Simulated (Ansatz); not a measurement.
**Fields on a plane of HfO2 (tetragonal-ZrO2 type, space group P4_2/nmc)**

```xyz
6
Lattice="3.6044 0.0000 0.0000 0.0000 3.6044 0.0000 0.0000 0.0000 5.2643" Properties=species:S:1:pos:R:3 pbc="T T T"
Hf     0.0000     0.0000     0.0000
Hf     1.8022     1.8022     2.6321
O      0.0000     1.8022     1.0173
O      0.0000     1.8022     3.6494
O      1.8022     0.0000     1.6149
O      1.8022     0.0000     4.2470
```

The slice is a (010) plane (indices of the conventional cell) through the point (0.500, 0.000, 0.807) (fractional), spanned by u = [100] and v = [001] in vectors of this cell: u (3.60 Å) and v (5.26 Å, at 90° to u). It covers one period; positions are fractions (u, v).

Atoms on it: Hf at (0.50, 0.19); O at (0.00, 0.50); O at (0.00, 0.00).

All values below come from PBE (plane waves to 420 eV, PAW, scalar-relativistic; Ansatz, a quantum-chemistry and plane-wave program). k mesh 9×9×6. These are valence fields of a PAW run, semicore shells included where kept as valence: close to a nucleus they are smooth pseudo fields. HfO2 is run without spin polarisation. HfO2 was relaxed with its symmetry unable to fall. Spin-orbit coupling is left out, though Hf is heavy. This is a high-temperature form of HfO2.

```
|77777766443333222222222222333344667777|
|77776655443322221111111122223344556677|
|66665544333322111111111111223333445566|
|55444433332211111100001111112233334444|
|33333333221111000000000000111122333333|
|33332222111100000000000000001111222233|
|22222222111100000000000000001111222222|
|33332222111100000000000000001111222233|
|44333333221111000000000000111122333333|
|55444433332211000000000000112233334444|
|66665544332222110000000011222233445566|
|77776655443322110000000011223344556677|
|77777766443322111100001111223344667777|
|77777766553322221111111122223355667777|
|77777766443322221111111122223344667777|
|77776655443333222222222222333344556677|
|66665544443333333333333333333344445566|
|55444444333333445555555544333333444444|
|33333333334455666677776666554433333333|
|33333333334466778888888877664433333333|
|22222233335566889999999988665533332222|
|33333333445577889999999988775544333333|
|44333333445577889999999988775544333333|
|55554444445577889999999988775544444455|
|66665555445566778888888877665544555566|
|77776655554455667777777766554455556677|
|77777766554444445555555544444455667777|
|77777766554433333344443333334455667777|
```
Scale: ten equal steps from -1.63 (start of '0') to 1.52 (end of '9'), in the order '0123456789'. Values: log₁₀ of the valence density in e/Å³. The map has 19 points along u (two characters each, u = 0 at the left) and 28 along v (v = 0 in the bottom row). The scale is logarithmic, as a density can span decades between atoms and voids.

```
|xx%@%*:      :*%@%x|
|x%@@%+:      :+%@@%|
|@@@%#=.      .=#%@@|
|@@%#+:        :+#%@|
|**+-:.        .:-+*|
|::..            ..:|
|                   |
|::...          ...:|
|*++=-.        .-=++|
|%%%#*=.      .=*#%%|
|@@@%#+-.    .-+#%@@|
|x%@@%*=.    .=*%@@%|
|xx%@@#=.    .=#@@%x|
|xxx@@#=.    .=#@@xx|
|xx%@@#-      -#@@%x|
|x%@@%+.      .+%@@%|
|@@@@*:  ....  :*@@@|
|@@%*:..:=++=:..:*%@|
|**=:..-*%%%%*-..:=*|
|::.  -#@@@@@@#-  .:|
|    .=%@@xx@@%=.   |
|::. .+%@xxxx@%+. .:|
|*+=..=%@xxxx@%=..=+|
|%%#=:-#@xxxx@#-:=#%|
|@@@#-:+%@@@@%+:-#@@|
|x%@@*::*%@@%*::*@@%|
|xx%@%-.:=**=:.-%@%x|
|xxx@%+. .::. .+%@xx|
```
Scale: ten equal steps from 0.01 (start of ' ') to 0.86 (end of '@'), in the order ' .:-=+*#%@'. Values: electron localisation function (ELF). The map has 19 points along u (one character each, u = 0 at the left) and 28 along v (v = 0 in the bottom row). Points within 0.4 Å of a nucleus are blanked (x), as the pseudised field means little there.

The density on the Hf–O line (2.07 Å) at its density minimum, 1.1 Å from Hf comes out as 0.76 e/Å³. The ELF at that point is 0.3.
